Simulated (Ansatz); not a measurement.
Al₂Cu in space group I4/mcm (No. 140; Al on 8h, Cu on 4a) under volume change, DFT-LDA in the program Ansatz with PAW potentials, shape and atoms relaxed at each volume.

```tsv
V (Å³/atom)	E − E(relaxed) (meV/atom)	P (GPa)
12.776	48.5	13.43
13.197	(withheld)	(withheld)
13.618	4.8	3.75
14.039	0.0	0.00
14.461	4.3	-3.19
14.882	16.3	-5.89
15.303	(withheld)	(withheld)
```

Fill in the missing entries.


- 15.303, E − E(relaxed) (meV/atom): 34.9
- 15.303, P (GPa): -8.16
- 13.197, E − E(relaxed) (meV/atom): 20.3
- 13.197, P (GPa): 8.19

What does a third-order Birch–Murnaghan fit give for V₀, B₀ and B′?

V₀ = 14.04 Å³/atom, B₀ = 115 GPa, B′ = 4.5.

The LDA relaxation kept the symmetry of its start; of distortions, only those at the zone centre were tested. No spin polarisation was allowed.

Potentials: the later of the program's two PAW sets.
